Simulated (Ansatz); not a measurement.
WP2 (space group C2/m)

```
WP2
1.0
    4.20818    -1.56700     0.00000
    4.20818     1.56700     0.00000
   -3.61739     0.00000     6.46707
P W
4 2
Cartesian
  1.07685   0.00000   0.16127
  3.72211   0.00000   6.30579
  1.18438   0.00000   3.88387
  3.61458   0.00000   2.58319
  6.02660   0.00000   1.90038
 -1.22764   0.00000   4.56668
```

The slice is a (-1 0 1) plane (indices of the conventional cell) through the point (0.139, 0.139, 0.025) (fractional), spanned by u = [1 -1 0] and v = [111] in vectors of this cell: u (3.13 Å) and v (8.05 Å, at 90° to u). It covers one period; positions are fractions (u, v).

Computed with LDA (plane waves to 420 eV, PAW, scalar-relativistic; Ansatz, an electronic-structure program). k mesh 16×16×7. These are valence fields of a PAW run, semicore shells included where kept as valence: close to a nucleus they are smooth pseudo fields. Spin-orbit coupling is left out, though W is heavy. WP2 is run without spin polarisation. WP2 was relaxed with its symmetry unable to fall.

Task: Sketch the valence electron density on this plane as a map.

Result: 
| v \ u | 0.00 | 0.08 | 0.17 | 0.25 | 0.33 | 0.42 | 0.50 | 0.58 | 0.67 | 0.75 | 0.83 | 0.92 |
|---|---|---|---|---|---|---|---|---|---|---|---|---|
| 0.88 | -0.4 | -0.4 | -0.5 | -0.7 | -0.9 | -1.1 | -1.2 | -1.1 | -0.9 | -0.7 | -0.5 | -0.4 |
| 0.75 | -1.0 | -1.0 | -0.9 | -0.8 | -0.7 | -0.7 | -0.6 | -0.7 | -0.7 | -0.8 | -0.9 | -1.0 |
| 0.62 | -0.9 | -0.8 | -0.7 | -0.6 | -0.4 | -0.3 | -0.3 | -0.3 | -0.4 | -0.6 | -0.7 | -0.8 |
| 0.50 | -0.2 | -0.2 | -0.2 | -0.3 | -0.4 | -0.5 | -0.5 | -0.5 | -0.4 | -0.3 | -0.2 | -0.2 |
| 0.38 | -0.2 | -0.2 | -0.2 | -0.3 | -0.4 | -0.4 | -0.5 | -0.4 | -0.4 | -0.3 | -0.2 | -0.2 |
| 0.25 | -0.6 | -0.5 | -0.4 | 0.0 | 0.4 | 0.6 | 0.7 | 0.6 | 0.4 | 0.0 | -0.4 | -0.5 |
| 0.12 | -0.3 | -0.3 | -0.3 | -0.3 | -0.2 | -0.1 | -0.1 | -0.1 | -0.2 | -0.3 | -0.3 | -0.3 |
| 0.00 | -1.6 | -0.7 | -0.2 | -0.2 | -0.4 | -0.6 | -0.7 | -0.6 | -0.4 | -0.2 | -0.2 | -0.7 |

Values: log₁₀ of the valence density in e/Å³. The scale is logarithmic, as a density can span decades between atoms and voids.
